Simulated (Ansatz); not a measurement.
Starting cell, PbS (rock salt):

```yaml
crystal:
  lattice:
    - [0.00000, 6.00904, 6.00904]
    - [3.00452, 0.00000, 3.00452]
    - [3.00452, 3.00452, 0.00000]
  atoms:
    - { symbol: S, position: [0.00000, 0.00000, 0.00000] }
    - { symbol: S, position: [0.50000, 0.00000, 0.00000] }
    - { symbol: Pb, position: [0.25000, 0.50000, 0.50000] }
    - { symbol: Pb, position: [0.75000, 0.50000, 0.50000] }
```

The atoms are displaced by Q × the pattern below (from a DFPT mode at L = (0.5, 0.0, 0.0), largest move 1; Q in Å), at fixed cell. (q is in reciprocal vectors of the primitive cell; the cell shown is doubled to hold the pattern.)

| atom | x | y | z |
|---|---|---|---|
| Pb3 | 0.577 | -0.577 | -0.577 |
| Pb4 | -0.577 | 0.577 | 0.577 |

Atoms not listed stay in place.

The numbers are results of PBE (plane waves to 420 eV, PAW, scalar-relativistic; Ansatz, a first-principles code), not measurements. k mesh 5×10×10 (Γ-centred), Fermi-Dirac smearing 0.05 eV. E stands for the smeared free energy. PbS was relaxed with its symmetry unable to fall. Spin-orbit coupling is left out, though Pb is heavy. The PAW data are Ansatz's earlier set. ΔE is measured from the undisplaced structure.

```json
[
 {"Q (Å)": "-0.180", "ΔE (meV/cell)": "259.2"},
 {"Q (Å)": "-0.150", "ΔE (meV/cell)": "180.4"},
 {"Q (Å)": "-0.120", "ΔE (meV/cell)": "115.7"},
 {"Q (Å)": "-0.090", "ΔE (meV/cell)": "withheld"},
 {"Q (Å)": "-0.060", "ΔE (meV/cell)": "29.0"},
 {"Q (Å)": "-0.030", "ΔE (meV/cell)": "7.3"},
 {"Q (Å)": "0.000", "ΔE (meV/cell)": "0.0"},
 {"Q (Å)": "0.030", "ΔE (meV/cell)": "7.3"},
 {"Q (Å)": "0.060", "ΔE (meV/cell)": "29.0"},
 {"Q (Å)": "0.090", "ΔE (meV/cell)": "withheld"},
 {"Q (Å)": "0.120", "ΔE (meV/cell)": "115.7"},
 {"Q (Å)": "0.150", "ΔE (meV/cell)": "180.4"},
 {"Q (Å)": "0.180", "ΔE (meV/cell)": "259.2"}
]
```

Question: Fit an even polynomial form (powers 2, 4) to the given rows and predict ΔE at Q = -0.090.

Answer: Least squares on the 11 given rows: ΔE = (8061)·Q² + (-1903)·Q⁴, in meV/cell with Q in Å; root-mean-square residual 0.02 meV/cell. At -0.090 the fit gives 65.2 meV/cell; the calculation gives 65.2 meV/cell, the same to the digits shown. The quadratic term alone would give 65.3 meV/cell.

(A displaced cell: forces are minus the slopes of the energy, force constants its curvatures, and phonons follow from these.)
